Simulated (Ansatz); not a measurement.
SiO2 (alpha-quartz type, space group P3_121)

```yaml
crystal:
  lattice:
    - [5.02210, 0.00000, 0.00000]
    - [-2.51105, 4.34927, 0.00000]
    - [0.00000, 0.00000, 5.51028]
  atoms:
    - { symbol: Si, position: [0.47672, 0.00000, 0.33333] }
    - { symbol: Si, position: [0.00000, 0.47672, 0.66667] }
    - { symbol: Si, position: [0.52328, 0.52328, 0.00000] }
    - { symbol: O, position: [0.41453, 0.25539, 0.20512] }
    - { symbol: O, position: [0.74461, 0.15915, 0.53845] }
    - { symbol: O, position: [0.84085, 0.58547, 0.87179] }
    - { symbol: O, position: [0.15915, 0.74461, 0.46155] }
    - { symbol: O, position: [0.25539, 0.41453, 0.79488] }
    - { symbol: O, position: [0.58547, 0.84085, 0.12821] }
```

A phonon eigenvector at Γ is frozen into this cell: atom i moves by Q times the vector below, so Q is the largest atomic displacement, in Å. The cell is held.

| atom | x | y | z |
|---|---|---|---|
| Si1 | 0.000 | 0.079 | -0.374 |
| Si2 | -0.068 | -0.039 | -0.374 |
| Si3 | 0.068 | -0.039 | -0.374 |
| O4 | 0.546 | 0.771 | 0.329 |
| O5 | -0.940 | 0.087 | 0.329 |
| O6 | 0.395 | -0.858 | 0.329 |
| O7 | -0.546 | 0.771 | 0.329 |
| O8 | -0.395 | -0.858 | 0.329 |
| O9 | 0.940 | 0.087 | 0.329 |

Level of theory: PBE (plane waves to 420 eV, PAW, scalar-relativistic; Ansatz, a program for electronic structure). k mesh 8×8×6 (Γ-centred), Fermi-Dirac smearing 0.05 eV. Energies are smeared free energies. SiO2 was relaxed with its symmetry unable to fall. ΔE is measured from the undisplaced structure.

**Question.** Predict the ΔE (eV/cell) and −dE/dQ from forces (eV/Å) at Q (Å) = -0.150, -0.060, -0.030, 0.030, 0.060, 0.120, 0.150, 0.180.

**Answer.** 
```csv
Q (Å),ΔE (eV/cell),−dE/dQ from forces (eV/Å)
-0.150,0.552,7.421
-0.060,0.088,2.930
-0.030,0.022,1.462
0.030,0.022,-1.462
0.060,0.088,-2.930
0.120,0.352,-5.905
0.150,0.552,-7.421
0.180,0.798,-8.962
```

(For displaced atoms, the force is minus the slope of the energy, and its curvature is a force constant, which sets phonon frequencies.)
